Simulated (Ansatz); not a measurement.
**What a trial cell of Bi6Te relaxes into**

Computed with DFT PBE, scalar-relativistic, plane waves, PAW (Ansatz 0.2.0). Cutoff 420 eV, Gaussian smearing, Γ-centred meshes. Cell and atoms relax first on a coarse mesh, the cell is then made exact in the group found at 0.06 to 0.08 Å, and last on a converged mesh; the steps can't lower the symmetry of their start. No spin polarisation.

The guess for Bi6Te was made by a generator: species swapped into a database cell of Ti6O (P-31m, No. 162), with Bi on the Ti sites and Te on the O sites. Its size is a rough estimate.

```cif
data_structure
_symmetry_space_group_name_H-M 'P 1'
_symmetry_Int_Tables_number 1
_cell_length_a 6.8045
_cell_length_b 6.8045
_cell_length_c 6.2872
_cell_angle_alpha 90.000
_cell_angle_beta 90.000
_cell_angle_gamma 120.000
_cell_volume 252.10
loop_
_atom_site_label
_atom_site_type_symbol
_atom_site_fract_x
_atom_site_fract_y
_atom_site_fract_z
_atom_site_occupancy
Bi1 Bi 0.33300 0.00000 0.25000 1
Bi2 Bi 0.00000 0.33300 0.25000 1
Bi3 Bi 0.66700 0.66700 0.25000 1
Bi4 Bi 0.00000 0.66700 0.75000 1
Bi5 Bi 0.66700 0.00000 0.75000 1
Bi6 Bi 0.33300 0.33300 0.75000 1
Te1 Te 0.00000 0.00000 0.00000 1
```

The zero of energy is the elements' standard structures at the same level; no fitted shifts are applied.

Question: Which structure results?

Answer: The symmetry stays P-31m (No. 162). The volume per atom shrinks by 4.2 %, from 36.0 to 34.5 Å³. The shortest distance goes from 2.76 Å (Bi–Te) to 3.25 Å (Bi–Bi). Conventional cell: a = 6.660 Å, c = 6.287 Å. Bi is surrounded by 6 Bi at 3.25–3.43 Å, 1 Te at 3.26 Å and 1 Te at 4.11 Å; Te has 6 Bi at 3.26 Å and 6 Bi at 4.11 Å.

```
Bi Te
1.0
     6.65968    0.00000    0.00000
    -3.32984    5.76746    0.00000
     0.00000    0.00000    6.28651
Bi Te
6 1
Direct
  0.42948 0.00000 0.24741
  0.00000 0.42948 0.24741
  0.57052 0.57052 0.24741
  0.00000 0.57052 0.75259
  0.57052 0.00000 0.75259
  0.42948 0.42948 0.75259
  0.00000 0.00000 0.00000
```

Question: Give its energy and gap.

Answer:

| Quantity | Value |
| --- | --- |
| Energy over the elements | +0.09 eV/atom |
| Gap on the 6×6×6 mesh of the 7-atom cell | 0 eV (a metal) |

It can't be a ground state, since the elements alone are lower.

The last run used Gaussian smearing of 0.10 eV. These runs have no spin–orbit coupling, which can matter for Bi and Te. The reference form of Te is held partly by dispersion forces, which this level lacks. A structure relaxed within its symmetry needn't be a true minimum. Another cell of the same search, in P-1, lies 85 meV/atom lower, so this cell isn't the stable form at this level.
